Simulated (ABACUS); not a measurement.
Set-up for a self-consistent single point of La3S3N (Pnma, 28 atoms in the cell; from Materials Project mp-555129, changed as shown).

```xyz
28
Lattice="12.4232 0.0000 0.0000 0.0000 4.2336 0.0000 0.0000 0.0000 13.4537" Properties=species:S:1:pos:R:3 pbc="T T T"
La    11.2416     3.1752     5.0371
La     1.1816     1.0584     8.4166
La     7.3932     1.0584    11.7639
La     5.0300     3.1752     1.6898
La     9.5800     3.1752     1.7476
La     2.8432     1.0584    11.7061
La     9.0548     1.0584     8.4745
La     3.3684     3.1752     4.9792
La     5.7908     3.1752     8.7828
La     6.6324     1.0584     4.6709
La     0.4208     1.0584     2.0560
La    12.0024     3.1752    11.3977
S      9.5128     1.0584     3.9680
S      2.9104     3.1752     9.4857
S      9.1220     3.1752    10.6949
S      3.3012     1.0584     2.7588
S      0.8904     1.0584     5.2860
S     11.5328     3.1752     8.1677
S      5.3212     3.1752    12.0128
S      7.1020     1.0584     1.4409
S      4.4161     1.0584     6.7482
S      8.0071     3.1752     6.7055
S      1.7955     3.1752     0.0214
S     10.6277     1.0584    13.4323
N      5.5292     3.1752     4.0097
N      6.8940     1.0584     9.4440
N      0.6824     1.0584    10.7366
N     11.7408     3.1752     2.7171
```

Method: PBEsol, numerical atomic orbitals TZDP (confined pseudo-atomic orbitals with Gaussian additions; energy shift 0.01 Ry), PseudoDojo 0.4 standard norm-conserving PBEsol (tails mended) pseudopotentials run with ABACUS.

ABACUS settings:

basis: TZDP numerical atomic orbitals, energy shift 0.01 Ry
KPT: Gamma 2 3 1 0 0 0
basis_type: lcao
ecutwfc: 100 Ry
smearing_method: fixed
potentials: PseudoDojo 0.4 standard norm-conserving PBEsol (tails mended)
symmetry: 1
symmetry_prec: 1e-05
ks_solver: genelpa
scf_nmax: 100
scf_thr: 1.0e-07
mixing_type: broyden

### Question
Estimate, at this level of theory: pressure and largest force (vector length).

### Answer
The run gave:

- Pressure = -3.86 GPa
- Largest force (vector length) = 0.171 eV/Å

For comparison: a first run was changed to give this one (volume scaled by 0.98), and from it to this one the free energy falls by 14.6 meV/atom, the pressure goes from -5.22 to -3.86 GPa and the largest force goes from 0.261 to 0.171 eV/Å.

The atom-centred basis is finite, which shifts total energies, pressures and forces against plane waves. The structure comes from a collection of computed structures, made at another level of theory; the collection holds predicted forms beside known ones. Its lattice was then scaled.

Cost on one core: about 4 core-minutes (a rough figure).

The atomic orbitals were generated for these runs; they are not ABACUS's published sets and were checked against plane waves on a few crystals only.

“Tails mended”: in these copies of the files the far tail of each local potential was reset to the Coulomb form.
